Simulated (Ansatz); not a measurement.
AlGaAs2 in space group P-4m2 (No. 115; Pearson symbol tP8), DFT-r²SCAN in the program Ansatz with PAW potentials. The conduction-band minimum lies at Γ, with 1 equivalent valley. Second derivatives d²E/dk² of the lowest band at one valley (eV·Å²), along Cartesian directions:

```json
[
 {"direction": "[100]", "d²E/dk²": "71.18"},
 {"direction": "[010]", "d²E/dk²": "71.18"},
 {"direction": "[001]", "d²E/dk²": "62.99"},
 {"direction": "[110]", "d²E/dk²": "71.33"},
 {"direction": "[101]", "d²E/dk²": "67.03"},
 {"direction": "[011]", "d²E/dk²": "67.03"}
]
```

Problem. Find the principal effective masses, the density-of-states mass and the conductivity mass.

Solution. Off-diagonal terms follow from H_xy = H[110] − (H_xx + H_yy)/2, and m*/mₑ = 7.620 eV·Å² over each eigenvalue: 0.11, 0.11, 0.12. One valley's DOS mass (m₁m₂m₃)^(1/3) = 0.11, conductivity mass 3/(Σ 1/mᵢ) = 0.11 mₑ.

Problem. What effective density of states Nc follows at 300 K for parabolic valleys?

Solution. Nc = 2.509e19 × 1 × (0.11)^(3/2) ≈ 9.2e17 cm⁻³.

The start of the workflow was typed in or built on a structure type; neither database checked (COD, Materials Project) lists it. Its standing as an ambient phase is unchecked. Symmetry was held in the r²SCAN relaxation; its stability against distortions is not shown here. Scalar-relativistic: spin–orbit coupling is off unless named, which matters more the heavier the elements.

Potentials: the earlier of the program's two PAW sets.

Edges and masses are those of Kohn–Sham bands, whose gap is no quasiparticle gap.
